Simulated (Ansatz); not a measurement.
Data:

SrHfO3:
```yaml
crystal:
  lattice:
    - [4.05831, 0.00000, 0.00000]
    - [0.00000, 4.05831, 0.00000]
    - [0.00000, 0.00000, 4.10173]
  atoms:
    - { symbol: Sr, position: [0.50000, 0.50000, 0.53901] }
    - { symbol: Hf, position: [0.00000, 0.00000, 0.99957] }
    - { symbol: O, position: [0.50000, 0.00000, 0.96018] }
    - { symbol: O, position: [0.00000, 0.50000, 0.96018] }
    - { symbol: O, position: [0.00000, 0.00000, 0.48507] }
```

This is the LDA-relaxed structure. Cartesian axes are those of the cell as given.

Problem. All from LDA (plane waves, PAW; program Ansatz), unless another level is named. Give the Young's modulus.

Solution. 203 GPa.

Problem. And the piezoelectric stress constants (proper, relaxed ions, C/m²)?

Solution. e15 = e24 = 5.33, e31 = e32 = -0.82, e33 = 5.44.

Space group P4mm. The workflow started from a Materials Project entry (that database holds measured and hypothetical structures alike); the Crystallography Open Database copy checked does not list it. COD files the formula under space group No. 62, 63, 221, so this cell is another polymorph or a model. Whether it is the stable phase at ambient conditions was not checked. The LDA relaxation kept the symmetry of its start. At this level the phase is dynamically unstable (imaginary phonons). The run is not spin-polarised. Scalar-relativistic: spin–orbit coupling is off unless named, which matters more the heavier the elements.

Potentials: the later of the program's two PAW sets.
